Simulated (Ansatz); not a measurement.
WC (WC type, space group P-6m2)

```
CELL_PARAMETERS angstrom
      5.84370     0.00000     0.00000
     -1.46093     2.53040     0.00000
      0.00000     0.00000     2.84710
ATOMIC_POSITIONS crystal
  W  0.00000 0.00000 0.00000
  W  0.50000 0.00000 0.00000
  C  0.33333 0.33333 0.50000
  C  0.83333 0.33333 0.50000
```

Scan: atom 1 (W, nearest neighbour C at 2.207 Å; its periodic images, 2.8 Å or more away, move with it) is displaced along Cartesian x, direction (1.000, 0.000, 0.000) in Cartesian axes, by s. The other atoms stay.

All values below come from PBE (plane waves to 420 eV, PAW, scalar-relativistic; Ansatz, a program for electronic structure). k mesh 15×15×13 (Γ-centred), Fermi-Dirac smearing 0.05 eV. The energy includes the smearing's −TS. With partly filled bands, energies and forces of such displacements shift with the k mesh and the smearing. Spin-orbit coupling is left out, though W is heavy. WC is run without spin polarisation. WC was relaxed with its symmetry unable to fall. The zero of ΔE is the undisplaced structure. The last digit holds for this mesh only.

```csv
s (Å),ΔE (meV/cell)
-0.440,2522.8
-0.352,1629.9
-0.264,928.6
-0.176,418.3
-0.088,105.9
0.000,0.0
0.088,108.5
0.176,436.7
0.264,985.2
0.352,withheld
0.440,2715.0
```

Question: Fit a polynomial form (powers 2, 3, 4) to the given rows and predict ΔE at s = 0.352.

Answer: Least squares on the 10 given rows: ΔE = (13790)·s² + (1168)·s³ + (-1402)·s⁴, in meV/cell with s in Å; root-mean-square residual 4.44 meV/cell. At 0.352 the fit gives 1738.1 meV/cell; the calculation gives 1748.5 meV/cell, so the interpolation is off by -10.4 (-0.6 %). The quadratic term alone would give 1708.6 meV/cell.

(For displaced atoms, the force is minus the slope of the energy, and its curvature is a force constant, which sets phonon frequencies.)
